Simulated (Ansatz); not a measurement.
BaTiO$_{3}$:
```
BaTiO3
1.0
    2.78810     1.60971     2.28050
   -2.78810     1.60971     2.28050
    0.00000    -3.21942     2.28050
Ba Ti O
1 1 3
Direct
  0.99893   0.99893   0.99893
  0.50753   0.50753   0.50753
  0.48958   0.98546   0.48958
  0.48958   0.48958   0.98546
  0.98546   0.48958   0.48958
```

Cartesian axes are those of the cell as given.

Give the proper piezoelectric stress tensor with relaxed ions from LDA in the plane-wave PAW code Ansatz.

In C/m², rows x, y, z, Voigt columns; mesh uncertainty up to 0.05.
```
 0.00   0.00   0.00   0.00   7.21   3.94
 3.94  -3.94   0.00   7.21   0.00   0.00
 3.59   3.59   5.05   0.00   0.00   0.00
```

The elastic tensor of the same run (GPa):

```tsv
	1	2	3	4	5	6
1	299	95.2	59.2	-43.0	0.0	0.0
2	95.2	299	59.2	43.0	0.0	0.0
3	59.2	59.2	292	0.0	0.0	0.0
4	-43.0	43.0	0.0	53.5	0.0	0.0
5	0.0	0.0	0.0	0.0	53.5	-43.0
6	0.0	0.0	0.0	0.0	-43.0	102
```

Convert to strain constants d = e·S.

In pC/N:
```
  0.0    0.0    0.0    0.0  250.9  144.5
 72.2  -72.2    0.0  250.9    0.0    0.0
  6.9    6.9   14.5    0.0    0.0    0.0
```

Space group R3m. This is a known low-temperature phase of the composition, computed here at zero pressure and temperature. Symmetry was held in the LDA relaxation; of distortions, only those at the zone centre were tested. The run is not spin-polarised. Scalar-relativistic: spin–orbit coupling is off unless named, which matters more the heavier the elements.

Potentials: the earlier of the program's two PAW sets.
